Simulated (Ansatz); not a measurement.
Trial structure of Si4O, not yet relaxed:

```yaml
crystal:
  lattice:
    - [-2.07522, 2.07522, 3.80196]
    - [2.07522, -2.07522, 3.80196]
    - [2.07522, 2.07522, -3.80196]
  atoms:
    - { symbol: Si, position: [0.74815, 0.74815, 0.00000] }
    - { symbol: Si, position: [0.50000, 0.00000, 0.50000] }
    - { symbol: Si, position: [0.00000, 0.50000, 0.50000] }
    - { symbol: Si, position: [0.25185, 0.25185, 0.00000] }
    - { symbol: O, position: [0.00000, 0.00000, 0.00000] }
```

Method: DFT PBE, scalar-relativistic, plane waves, PAW in Ansatz 0.2.0. Settings: cutoff 420 eV, Γ-centred mesh 6×6×6 on the computed 5-atom cell, Gaussian smearing of 0.10 eV; no spin polarisation.

Energies over the elements count from the elements' standard structures at the same level (O₂ as a molecule), with no fitted energy shifts.

**Question.** Estimate its pressure, forces and energy as it stands.

**Answer.** The pressure is 10.2 GPa (the mean over three directions, positive in compression), the largest force is 3.01 eV/Å, and the energy is +0.47 eV/atom against the elements. The shortest distance is 1.92 Å.

**Question.** How much does it gain on relaxing, and where does it end?

**Answer.** Relaxing gains about 0.44 eV/atom (the start's value is from the coarse mesh, so the gain is rough) in 21 ionic steps and ends at +0.03 eV/atom on the finer mesh. The symmetry stays I4/mmm (No. 139). The volume per atom grows by 15.4 %, from 13.1 to 15.1 Å³. The shortest distance goes from 1.92 Å (Si–O) to 2.00 Å (Si–O). The ratio c/a of the conventional cell changes by a factor of 1.29. Conventional cell: a = 4.003 Å, c = 9.433 Å. Si on a site of symmetry 4mm is surrounded by 4 Si at 2.49 Å; Si on a site of symmetry mmm is surrounded by 2 O at 2.00 Å and 4 Si at 2.49 Å; around O lie 4 Si at 2.00 Å.

The last run used a 14×14×14 mesh for its 5-atom cell and Gaussian smearing of 0.10 eV. The k mesh leaves some 4 meV/atom of noise in the energy of each metallic cell. Weakly bound directions are ill-defined at this level, which has no dispersion term. The relaxation can't lower the symmetry of the start. A structure relaxed within its symmetry needn't be a true minimum.
